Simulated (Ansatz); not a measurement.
Task: Write an Ansatz input for a single-point calculation of SrB with PBE (scalar-relativistic), a cutoff of 420 eV (density cutoff 4 times that), a Γ-centred 6×6×6 mesh and Gaussian smearing of 0.05 eV, without spin polarisation. Forces, stress and eigenvalues are wanted. The structure:
```
Sr B
1.0
     0.0000000000    2.8946791057    2.8946791057
     2.8946791057    0.0000000000    2.8946791057
     2.8946791057    2.8946791057    0.0000000000
Sr B
1 1
Direct
  0.5000000000 0.5000000000 0.5000000000
  0.0000000000 0.0000000000 0.0000000000
```

Result: 
```yaml
crystal:
  lattice:
    - [0.0, 2.8946791057, 2.8946791057]
    - [2.8946791057, 0.0, 2.8946791057]
    - [2.8946791057, 2.8946791057, 0.0]
  atoms:
    - { symbol: Sr, position: [0.5, 0.5, 0.5] }
    - { symbol: B, position: [0.0, 0.0, 0.0] }
basis:
  ecutwfc: 420
  ecutrho_ratio: 4
kpoints:
  mp_grid: { grid: [6, 6, 6] }
hamiltonian:
  xc: pbe
scf:
  occupations: { method: gaussian, width: 0.05 }
output:
  forces: true
  stress: true
  eigenvalues: true
```

Launched as:
```sh
ansatz run input.yaml --threads 2 --pin off --max-ram 2662MiB --backend cpu --events-out ev --progress --plain --runs-dir out
```

Run as written, it has 13 valence electrons, 941 plane waves at Γ, 48 symmetry operations and 16 irreducible k-points; it took 6 SCF iterations in all. Run time: 0.75 s on 2 threads of Arm Neoverse N1 (shared host), peak memory 0.27 GiB.

This is a trial structure made by placing the elements on a prototype's sites, so it needn't be the stable form.
